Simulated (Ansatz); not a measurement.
A geometry of TiO$_{2}$ away from equilibrium: the start of the relaxation of a relaxed TiO2 cell with every coordinate shifted by Gaussian noise of σ = 0.3 Å. Level of theory: PBE (plane waves to 420 eV, PAW, scalar-relativistic; Ansatz, a program for electronic structure). Γ-centred k-mesh 7×7×9 on the run's cell (coarser than for final values), Fermi–Dirac smearing 0.05 eV.

```xyz
6
Lattice="-1.8992 1.8992 4.8519 1.8992 -1.8992 4.8519 1.8992 1.8992 -4.8519" Properties=species:S:1:pos:R:3:forces:R:3 pbc="T T T" free_energy=-7269.191 pressure_GPa=7.7
Ti     0.1688    -0.0614     5.2024   -2.4367    0.4141   -5.5385
Ti     2.6795     0.0956     2.4082   -2.3042   -1.7900    3.4321
O      0.5318    -0.4582     2.8584   -5.1236    1.0005   -2.8777
O      1.2552     0.2367     0.1835    2.8289   -3.4440    0.5633
O      1.8207    -0.1471     4.1632    3.5847    2.1545    2.5122
O     -0.3927    -0.3017     6.8371    3.4508    1.6649    1.9086
```

Positions in Å, forces in eV/Å, free energy of the cell in eV (comparable only within this code, potentials and settings). Largest force: 6.06 eV/Å, on Ti1 (atoms numbered as listed); the geometry lies 1.39 eV/atom above the end of its relaxation.

No spin polarisation in the result.
